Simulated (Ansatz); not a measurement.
Ag:
Space group P6₃/mmc (No. 194); a = b = 2.815 Å, c = 4.673 Å, α = β = 90.00°, γ = 120.00°

```json
[
 {"atom": "Ag", "site": "2c", "symmetry": "-6m2", "x": "0.3333", "y": "0.6667", "z": "0.2500"}
]
```

Relaxed at zero pressure with LDA (plane waves, PAW; program Ansatz).

Problem. The volume is raised by 6 % and shape and atoms relax at that volume. What pressure results, and how do the axes share the change?

Solution. -6.8 GPa; a 1.9 %, b 1.9 %, c 2.2 %; the energy rises by 22 meV/atom.

Problem. Give the new structure.

Solution. 
Space group P6₃/mmc (No. 194); a = 2.8673 Å, b = 2.8673 Å, c = 4.7742 Å, α = 90.00°, β = 90.00°, γ = 120.00°

```csv
atom,site,symmetry,x,y,z
Ag,2c,-6m2,0.3333,0.6667,0.2500
```

The phase is kept; no other phase was compared at this pressure.

Space group P6_3/mmc (hcp (Mg type)). The workflow started from a Materials Project entry (that database holds measured and hypothetical structures alike); the Crystallography Open Database files this formula in space group No. 194, but the cells were not matched. It is not the phase usual at ambient conditions (space group No. 225). The LDA relaxation kept the symmetry of its start; its stability against distortions is not shown here. No spin polarisation was allowed. Axis ratios of metals converge slowly with the k-mesh, so a and c are less sure than the volume.

Potentials: the earlier of the program's two PAW sets. The files were generated under PBE; for other functionals the program regenerates the frozen cores, and for LDA and PBEsol the local potential too.
